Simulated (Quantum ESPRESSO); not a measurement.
## Ti4O6NF (finding a planted mistake in a log)

Computed values, not a measurement. The program is pw.x of Quantum ESPRESSO 7.5 (plane-wave density functional theory). The cell is made up: 12 atoms on a rutile lattice, with randomly drawn elements, strain and displacements, not relaxed. PseudoDojo standard norm-conserving files (v0.5 for PBE, v0.4.1 for LDA and PBEsol) set the functional; there is no spin polarisation, spin-orbit coupling or dispersion term, and the masses in the input are unused placeholders.

Intended input:

```
&control calculation='scf', pseudo_dir='./dojo.nc.sr.pbe.v0_5.standard.upf', outdir='./o', disk_io='low', tprnfor=.true., tstress=.true. /
&system ibrav=0, nat=12, ntyp=4, nbnd=54, ecutwfc=84.00895049, nosym=.true., tot_charge=0,
 occupations='smearing', smearing='fd', degauss=0.0018374661
/
&electrons conv_thr=7.350e-09, electron_maxstep=60, /
ATOMIC_SPECIES
F 1.0 F.upf
N 1.0 N.upf
O 1.0 O.upf
Ti 1.0 Ti.upf
CELL_PARAMETERS angstrom
4.6966 0.0347 0.0276
0.0347 4.5952 -0.0152
0.0352 -0.0194 5.8163
ATOMIC_POSITIONS angstrom
Ti -0.0016 0.001 0.0238
Ti 2.3666 2.3053 1.5142
Ti 0.0371 -0.0183 2.9396
Ti 2.4143 2.2707 4.3768
O 1.4341 1.3726 0.1621
O 3.2753 3.2045 -0.048
O 3.7858 1.0057 1.4743
N 0.9629 3.7059 1.4458
O 1.4349 1.2991 2.8902
F 3.3611 3.2121 2.9314
O 3.7379 0.8668 4.4815
O 1.0121 3.6714 4.3069
K_POINTS automatic
5 5 4 1 1 1
```

The log is shortened where brackets say so; the opening notice, blank lines, dates and the lines on written files are dropped, and the path of the files is cut. It prints rydbergs, bohrs and kilobars, and counts compression as positive stress. Where no state is partly filled, the Fermi energy that it prints is only some level between the filled and the empty states on the mesh, and need not lie in the true gap.

Log of the intended run:

```
     Program PWSCF v.7.5
     Parallel version (MPI & OpenMP), running on       4 processor cores
     Number of MPI processes:                 4
     Threads/MPI process:                     1
     [start-up lines left out]
     bravais-lattice index     =            0
     lattice parameter (alat)  =       8.8757  a.u.
     unit-cell volume          =     847.0066 (a.u.)^3
     number of atoms/cell      =           12
     number of atomic types    =            4
     number of electrons       =        96.00
     number of Kohn-Sham states=           54
     kinetic-energy cutoff     =      84.0090  Ry
     charge density cutoff     =     336.0358  Ry
     scf convergence threshold =      7.3E-09
     mixing beta               =       0.7000
     number of iterations used =            8  plain     mixing
     Exchange-correlation= PBE
                           (   1   4   3   4   0   0   0)
     [axes and pseudopotential details left out]
   Cartesian axes
     site n.     atom                  positions (alat units)
         1        Ti     tau(   1) = (  -0.0003407   0.0002129   0.0050673  )
         2        Ti     tau(   2) = (   0.5038740   0.4908226   0.3223891  )
         3        Ti     tau(   3) = (   0.0078990  -0.0038963   0.6258717  )
         4        Ti     tau(   4) = (   0.5140298   0.4834559   0.9318667  )
         5        O      tau(   5) = (   0.3053349   0.2922409   0.0345128  )
         6        O      tau(   6) = (   0.6973458   0.6822717  -0.0102197  )
         7        O      tau(   7) = (   0.8060366   0.2141241   0.3138939  )
         8        N      tau(   8) = (   0.2050115   0.7890250   0.3078260  )
         9        O      tau(   9) = (   0.3055053   0.2765920   0.6153539  )
        10        F      tau(  10) = (   0.7156135   0.6838898   0.6241258  )
        11        O      tau(  11) = (   0.7958381   0.1845508   0.9541584  )
        12        O      tau(  12) = (   0.2154867   0.7816796   0.9169842  )
     number of k points=    50  Fermi-Dirac smearing, width (Ry)=  0.0018
                       cart. coord. in units 2pi/alat
        k(    1) = (   0.0986607   0.1017992   0.1006831), wk =   0.0400000
        k(    2) = (   0.0974692   0.1024760   0.3025739), wk =   0.0400000
     [further k points left out]
     Dense  grid:    88057 G-vectors     FFT dimensions: (  54,  54,  72)
     Estimated max dynamical RAM per process >     257.73 MB
     Estimated total dynamical RAM >     966.42 MB
     Initial potential from superposition of free atoms
     starting charge      95.9936, renormalised to      96.0000
     Starting wfcs are   72 randomized atomic wfcs
     total cpu time spent up to now is        9.5 secs
     per-process dynamical memory:   207.3 Mb
     Self-consistent Calculation
     iteration #  1     ecut=    84.01 Ry     beta= 0.70
     Davidson diagonalization with overlap
     ethr =  1.00E-02,  avg # of iterations =  2.0
     total cpu time spent up to now is       23.5 secs
     total energy              =    -741.32142785 Ry
     estimated scf accuracy    <       5.86938963 Ry
     iteration #  2     ecut=    84.01 Ry     beta= 0.70
     Davidson diagonalization with overlap
     ethr =  6.11E-03,  avg # of iterations =  7.0
     total cpu time spent up to now is       52.8 secs
     total energy              =    -734.47318617 Ry
     estimated scf accuracy    <      75.52222444 Ry
     [iterations 3 to 20 left out]
     iteration # 21     ecut=    84.01 Ry     beta= 0.70
     Davidson diagonalization with overlap
     ethr =  4.35E-11,  avg # of iterations =  1.8
     total cpu time spent up to now is      397.0 secs
     total energy              =    -744.58964825 Ry
     estimated scf accuracy    <       0.00000001 Ry
     iteration # 22     ecut=    84.01 Ry     beta= 0.70
     Davidson diagonalization with overlap
     ethr =  1.22E-11,  avg # of iterations =  5.0
     total cpu time spent up to now is      417.1 secs
     End of self-consistent calculation
     [lines on levels left out]
     the Fermi energy is    10.2945 ev
!    total energy              =    -744.58964825 Ry
     estimated scf accuracy    <          1.0E-09 Ry
     smearing contrib. (-TS)   =      -0.00000000 Ry
     internal energy E=F+TS    =    -744.58964825 Ry
     The total energy is F=E-TS. E is the sum of the following terms:
     one-electron contribution =    -254.69169985 Ry
     hartree contribution      =     175.03566834 Ry
     xc contribution           =    -137.22156440 Ry
     ewald contribution        =    -527.71205234 Ry
     convergence has been achieved in  22 iterations
     Forces acting on atoms (cartesian axes, Ry/au):
     atom    1 type  4   force =     0.03004564   -0.02259963    0.07680297
     atom    2 type  4   force =    -0.09109577   -0.02076452   -0.12897595
     atom    3 type  4   force =     0.09097173    0.04210881   -0.08267958
     atom    4 type  4   force =    -0.05434257   -0.05262818    0.14812123
     atom    5 type  3   force =     0.02566611    0.02787973   -0.06806272
     atom    6 type  3   force =    -0.00991008   -0.00964096   -0.01088604
     atom    7 type  3   force =     0.01231549   -0.02953093    0.02754464
     atom    8 type  2   force =    -0.01731074   -0.00825981    0.03018554
     atom    9 type  3   force =     0.04063138    0.05547810    0.03409286
     atom   10 type  1   force =    -0.00426729   -0.00014838    0.02160555
     atom   11 type  3   force =    -0.01945560    0.03283769   -0.05783862
     atom   12 type  3   force =    -0.00324831   -0.01473193    0.01009013
     Total force =     0.313323     Total SCF correction =     0.000103
     Computing stress (Cartesian axis) and pressure
          total   stress  (Ry/bohr**3)                   (kbar)     P=       78.26
   0.00028022   0.00016910   0.00004648           41.22       24.88        6.84
   0.00016910   0.00049182  -0.00001036           24.88       72.35       -1.52
   0.00004648  -0.00001036   0.00082391            6.84       -1.52      121.20
     init_run     :      9.07s CPU      9.39s WALL (       1 calls)
     electrons    :    405.61s CPU    407.67s WALL (       1 calls)
     forces       :      2.22s CPU      2.26s WALL (       1 calls)
     stress       :      7.47s CPU      7.47s WALL (       1 calls)
     [timing details left out]
     PWSCF        :   7m 4.59s CPU   7m 7.12s WALL
     JOB DONE.
```

A second run was made from an input with one planted mistake. Its log:

```
     Program PWSCF v.7.5
     Parallel version (MPI & OpenMP), running on       4 processor cores
     Number of MPI processes:                 4
     Threads/MPI process:                     1
     [start-up lines left out]
     bravais-lattice index     =            0
     lattice parameter (alat)  =       8.8757  a.u.
     unit-cell volume          =     847.0066 (a.u.)^3
     number of atoms/cell      =           12
     number of atomic types    =            4
     number of electrons       =        97.00
     number of Kohn-Sham states=           55
     kinetic-energy cutoff     =      84.0090  Ry
     charge density cutoff     =     336.0358  Ry
     scf convergence threshold =      7.3E-09
     mixing beta               =       0.7000
     number of iterations used =            8  plain     mixing
     Exchange-correlation= PBE
                           (   1   4   3   4   0   0   0)
     [axes and pseudopotential details left out]
   Cartesian axes
     site n.     atom                  positions (alat units)
         1        Ti     tau(   1) = (  -0.0003407   0.0002129   0.0050673  )
         2        Ti     tau(   2) = (   0.5038740   0.4908226   0.3223891  )
         3        Ti     tau(   3) = (   0.0078990  -0.0038963   0.6258717  )
         4        Ti     tau(   4) = (   0.5140298   0.4834559   0.9318667  )
         5        O      tau(   5) = (   0.3053349   0.2922409   0.0345128  )
         6        O      tau(   6) = (   0.6973458   0.6822717  -0.0102197  )
         7        O      tau(   7) = (   0.8060366   0.2141241   0.3138939  )
         8        N      tau(   8) = (   0.2050115   0.7890250   0.3078260  )
         9        O      tau(   9) = (   0.3055053   0.2765920   0.6153539  )
        10        F      tau(  10) = (   0.7156135   0.6838898   0.6241258  )
        11        O      tau(  11) = (   0.7958381   0.1845508   0.9541584  )
        12        O      tau(  12) = (   0.2154867   0.7816796   0.9169842  )
     number of k points=    50  Fermi-Dirac smearing, width (Ry)=  0.0018
                       cart. coord. in units 2pi/alat
        k(    1) = (   0.0986607   0.1017992   0.1006831), wk =   0.0400000
        k(    2) = (   0.0974692   0.1024760   0.3025739), wk =   0.0400000
     [further k points left out]
     Dense  grid:    88057 G-vectors     FFT dimensions: (  54,  54,  72)
     Estimated max dynamical RAM per process >     260.78 MB
     Estimated total dynamical RAM >     978.61 MB
     Initial potential from superposition of free atoms
     starting charge      95.9936, renormalised to      97.0000
     Starting wfcs are   72 randomized atomic wfcs
     total cpu time spent up to now is        9.4 secs
     per-process dynamical memory:   209.7 Mb
     Self-consistent Calculation
     iteration #  1     ecut=    84.01 Ry     beta= 0.70
     Davidson diagonalization with overlap
     ethr =  1.00E-02,  avg # of iterations =  2.0
     total cpu time spent up to now is       23.5 secs
     total energy              =    -740.74969219 Ry
     estimated scf accuracy    <       5.42248659 Ry
     iteration #  2     ecut=    84.01 Ry     beta= 0.70
     Davidson diagonalization with overlap
     ethr =  5.59E-03,  avg # of iterations =  6.6
     total cpu time spent up to now is       52.0 secs
     total energy              =    -734.53242628 Ry
     estimated scf accuracy    <      64.17270664 Ry
     [iterations 3 to 20 left out]
     iteration # 21     ecut=    84.01 Ry     beta= 0.70
     Davidson diagonalization with overlap
     ethr =  2.41E-11,  avg # of iterations =  7.8
     total cpu time spent up to now is      395.3 secs
     total energy              =    -743.76233939 Ry
     estimated scf accuracy    <       0.00000002 Ry
     iteration # 22     ecut=    84.01 Ry     beta= 0.70
     Davidson diagonalization with overlap
     ethr =  2.01E-11,  avg # of iterations =  2.9
     total cpu time spent up to now is      411.3 secs
     End of self-consistent calculation
     [lines on levels left out]
     the Fermi energy is    11.5952 ev
!    total energy              =    -743.76233939 Ry
     estimated scf accuracy    <          3.4E-09 Ry
     smearing contrib. (-TS)   =      -0.00094795 Ry
     internal energy E=F+TS    =    -743.76139143 Ry
     The total energy is F=E-TS. E is the sum of the following terms:
     one-electron contribution =    -254.44912156 Ry
     hartree contribution      =     176.77690438 Ry
     xc contribution           =    -138.37712192 Ry
     ewald contribution        =    -527.71205234 Ry
     convergence has been achieved in  22 iterations
     Forces acting on atoms (cartesian axes, Ry/au):
     atom    1 type  4   force =     0.03290230   -0.02477110    0.07284093
     atom    2 type  4   force =    -0.08848873   -0.01428990   -0.11627820
     atom    3 type  4   force =     0.09376797    0.04776560   -0.08198763
     atom    4 type  4   force =    -0.06330421   -0.05320787    0.11932387
     atom    5 type  3   force =     0.00258551    0.00618796   -0.06514645
     atom    6 type  3   force =     0.01773636    0.01659509    0.00458320
     atom    7 type  3   force =     0.01217844   -0.02952933    0.02936453
     atom    8 type  2   force =    -0.01739635   -0.00984959    0.03242632
     atom    9 type  3   force =     0.01833424    0.03512262    0.03061543
     atom   10 type  1   force =     0.01117791    0.01472860    0.01957626
     atom   11 type  3   force =    -0.01262295    0.02458695   -0.05583533
     atom   12 type  3   force =    -0.00687048   -0.01333902    0.01051706
     Total force =     0.288293     Total SCF correction =     0.000113
     Computing stress (Cartesian axis) and pressure
          total   stress  (Ry/bohr**3)                   (kbar)     P=      294.84
   0.00184625   0.00016280   0.00007742          271.59       23.95       11.39
   0.00016280   0.00209785   0.00000736           23.95      308.60        1.08
   0.00007742   0.00000736   0.00206877           11.39        1.08      304.33
     init_run     :      8.91s CPU      9.23s WALL (       1 calls)
     electrons    :    400.35s CPU    401.98s WALL (       1 calls)
     forces       :      2.33s CPU      2.36s WALL (       1 calls)
     stress       :      7.78s CPU      7.79s WALL (       1 calls)
     [timing details left out]
     PWSCF        :   6m59.60s CPU   7m 1.70s WALL
     JOB DONE.
```

Question: what was wrong in the second input?

Answer: the cell has the wrong charge. The input lines that differ, file-writing options aside:

```
- &system ibrav=0, nat=12, ntyp=4, nbnd=54, ecutwfc=84.00895049, nosym=.true., tot_charge=0,
+ &system ibrav=0, nat=12, ntyp=4, nbnd=55, ecutwfc=84.00895049, nosym=.true., tot_charge=-1,
```

```
                                            intended run  run with the mistake
                          free energy (eV)    -10130.658            -10119.402
                    smearing term -TS (eV)        0.0000               -0.0129
                            pressure (GPa)          7.83                 29.48
            largest force component (eV/Å)         3.808                 3.068
largest change of a force component (eV/Å)                               0.740
                                iterations            22                    22
```

For scale, a rerun of the intended cell at a cutoff of 1437 eV and k mesh 7 x 7 x 6 moved values by no more than 0.004 eV in energy, 0.05 GPa in stress and 0.002 eV/Å in force. The charged cell sits in a uniform background, so its energy and stress rest on the program's zero of potential. The number of bands, nbnd, was set by rule from the electron count and the smearing, so it follows the mistake.